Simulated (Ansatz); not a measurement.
A sound run on Ta (P63/mmc), total moment held at 2.4 μB (DFT, LDA, PAW with Ansatz's default frozen-core files, scalar-relativistic (Ansatz 0.2.0)):

```yaml
crystal:
  lattice:
    - [2.9003720726, 0.0, 0.0]
    - [-1.4501860363, 2.5117958953, 0.0]
    - [0.0, 0.0, 5.166274]
  atoms:
    - { symbol: Ta, position: [0.6666666667, 0.3333333333, 0.75], spin: 1.2 }
    - { symbol: Ta, position: [0.3333333333, 0.6666666667, 0.25], spin: 1.2 }
magnetization:
  spin_polarized: true
  initial_magnetization: 2.4
  spin_locking: { lock_magnetization: hard }
kpoints:
  mp_grid: { grid: [11, 11, 6] }
scf:
  occupations: { method: fermi_dirac, width: 0.05 }
  lower_state_search: "off"
hamiltonian:
  xc: lda
  pseudopotentials: { kind: paw }
output:
  forces: true
  stress: true
  eigenvalues: true
```

It converged in 7 iterations. Site moments (μB): Ta1 0.79, Ta2 0.79. Cell moment 2.40 μB. Pressure -6.12 GPa.

The input is then changed, output keys apart:

```diff
-  pseudopotentials: { kind: paw }
+  pseudopotentials: { kind: paw, source: ansatz }
+basis:
+  xc_grid: 2
```

Question: What happens?

Answer: The run converged. Free energy -33060.2257 eV against -19363.8496 eV (not comparable, since the functional, the files or the filling changed), cell moment 2.40 μB, pressure -6.13 GPa.
```
Warning: output.stress: scf.convergence.dr2_threshold = 1e-7 eV (the SCF's general default) is looser than the 2e-10 eV advised for a printed stress (1e-10 eV for each atom of the cell: 2). What an SCF threshold leaves in a stress goes as its square root, and in the free energy as the threshold itself, and one threshold admits the most on a small cell: of the crystals measured, under no hybrid fun …
Engine: ansatz 0.2.0
Pseudopotentials: kind: paw
Pseudopotential: Ta, paw, valence charge 27, recommended cutoff 520 eV (normal), Ta.paw.azcp
Functional definition: SPW92
  exchange = slater_x
  correlation = pw_c
Crystal: 2 atoms, lattice volume = 37.637 Å³
Basis set: ecut = 520 eV, 1015 PW (Γ), exchange–correlation on 48×48×80 points (8 copies of the dense FFT grid, shifted against one another)
Bands: 34, of which v1, the nominal top of the filled ones, is band 27 counted from 1 (26 counted from 0)
Symmetry: 24 space group operations
Space group: P63/mmc (ITA 194), of the structure as read, at distance tolerance 3.4e-5 Å
Magnetic group: BNS 194.263 (UNI 1493), of the structure as read, at distance tolerance 3.4e-5 Å
k-points: 64 of 726
[...]
--- Forces (eV/Å), atoms counted from 1 ---
  atom   1  Ta     0.00000000    -0.00000000     0.00000000
  atom   2  Ta     0.00000000     0.00000000     0.00000000
  max |Σ_I F_I| component: 5.55e-17 eV/Å
--- Stress (GPa, compression-positive) ---
       -4.147168      -0.000000       0.000000
       -0.000000      -4.147168       0.000000
        0.000000       0.000000     -10.110282
  P = ⅓ Tr σ = -6.1349 GPa (-61.349 kbar)
--- Band table (eV; the first three rows and the last of 128) ---
  k-point 0 ↑: bands = ["-45.9750", "-45.9152", "-12.9670", "-12.1375", "-11.9873", "-11.9873", "-11.9031", "-11.9031", "2.3385", "2.3490", "2.3516", "2.3564", "2.3564", "2.3628", "2.3628", "2.3671", "2.3704", "2.3704", "2.3923", "2.3923", "2.4364", "2.4375", "13.2628", "16.4791", "20.7932", "21.4279", "21.9784", "21.9784", "22.5355", "22.5355", "24.3401", "24.3401", "26.5143", "26.5143"]
  k-point 1 ↑: bands = ["-45.9710", "-45.9192", "-12.9145", "-12.1963", "-11.9817", "-11.9817", "-11.9088", "-11.9088", "2.3386", "2.3502", "2.3509", "2.3542", "2.3542", "2.3608", "2.3608", "2.3664", "2.3745", "2.3745", "2.3924", "2.3924", "2.4365", "2.4374", "13.5027", "16.3607", "20.6768", "21.0353", "21.9481", "21.9481", "22.4392", "22.4392", "24.5719", "24.5719", "26.4762", "26.4762"]
  k-point 2 ↑: bands = ["-45.9601", "-45.9302", "-12.7688", "-12.3545", "-11.9663", "-11.9663", "-11.9242", "-11.9242", "2.3399", "2.3468", "2.3521", "2.3521", "2.3553", "2.3565", "2.3565", "2.3640", "2.3818", "2.3818", "2.3916", "2.3916", "2.4367", "2.4372", "14.1678", "15.9066", "20.4144", "20.4256", "21.9336", "21.9336", "22.2242", "22.2242", "25.1373", "25.1373", "26.2650", "26.2650"]
  k-point 63 ↓: bands = ["-45.5217", "-45.5217", "-12.3802", "-12.3802", "-12.1562", "-12.1562", "-11.8422", "-11.8422", "2.4503", "2.4503", "2.4541", "2.4541", "2.4569", "2.4569", "2.4646", "2.4646", "2.4677", "2.4677", "2.4769", "2.4769", "2.5110", "2.5110", "19.3578", "19.3578", "20.4653", "20.4653", "21.4640", "21.4640", "23.7082", "23.7082", "27.2129", "27.2129", "31.0519", "31.0519"]
```
